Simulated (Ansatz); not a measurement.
## B₅W₂: work and stress of cleavage

These are results of DFT PBEsol, scalar-relativistic, plane waves, PAW (Ansatz 0.2.0), not measurements. Settings: plane waves to 420 eV, k-mesh 14×14×3 (Γ-centred), Gaussian smearing 0.15 eV. Spin–orbit coupling is left out, which can shift energies with elements as heavy as these. No spin polarisation. Energies are free energies at this smearing, counted from the undisturbed cell; pressure is positive in compression.

Reference structure (relaxed at this level; it needn't be the usual structure):

```
B W
1.0
    -1.53939   -2.66630    0.00000
     1.53939   -2.66630    0.00000
     0.00000    1.77753   14.13228
B W
10 4
Direct
  0.09269 0.09269 0.21893
  0.59269 0.59269 0.71893
  0.40731 0.40731 0.16277
  0.90731 0.90731 0.66277
  0.16553 0.16553 0.43743
  0.66553 0.66553 0.93743
  0.33447 0.33447 0.94427
  0.83447 0.83447 0.44427
  0.25000 0.25000 0.69085
  0.75000 0.75000 0.19085
  0.03830 0.03830 0.05574
  0.53830 0.53830 0.55574
  0.46170 0.46170 0.32596
  0.96170 0.96170 0.82596
```

The cut lies on the cell's a–b face, a (0 0 1) plane (indices in the standard cell, whose axes needn't be the Cartesian ones shown) of area 8.21 Å², between layers 1.58 Å apart. Vector c is lengthened by d along the normal with the atoms' Cartesian places fixed: one unrelaxed cut a cell. The traction is positive where the two halves pull on each other.

```csv
d (Å),energy (J/m²),traction (GPa)
-0.30,1.17,-89.0
-0.15,0.26,-36.6
0.00,0.00,0.1
0.25,0.50,34.8
0.50,1.54,45.4
0.75,2.64,41.1
1.00,3.55,31.7
1.50,4.68,14.5
2.00,5.15,6.0
3.00,5.43,1.1
4.50,5.48,0.1
6.00,5.49,0.0
```

Question: What are the work of separation and the cleavage stress, and do they fit the universal binding curve?

Answer: The energy levels off near W ≈ 5.49 J/m² (the traction is down to 0.0 GPa), the energy of the two unrelaxed faces, 2.74 J/m² each on average. The largest sampled traction is 45.4 GPa at d = 0.50 Å, and a parabola through it and its two neighbours peaks at σ_max ≈ 45.7 GPa, d ≈ 0.55 Å. The curve E = W[1 − (1 + d/ℓ)exp(−d/ℓ)] peaks in traction at d = ℓ with σ_max = W/(eℓ); with 1 J/m² per Å = 10 GPa this W and σ_max give ℓ = 0.44 Å. A parabola through that curve at the same three d peaks at 0.49 Å, against 0.55 Å here, a fair fit. Real crystals break at far lower stress, because cracks concentrate it, and on the plane of lowest W, which needn't be this one.

The cut is rigid; relaxing the faces lowers these energies and usually the stresses.

In a metal these slopes depend on the k mesh and the smearing.

Cost: 12 runs of about 7 core-minutes in all, on AMD EPYC 9R45 (Zen 5) (shared hosts).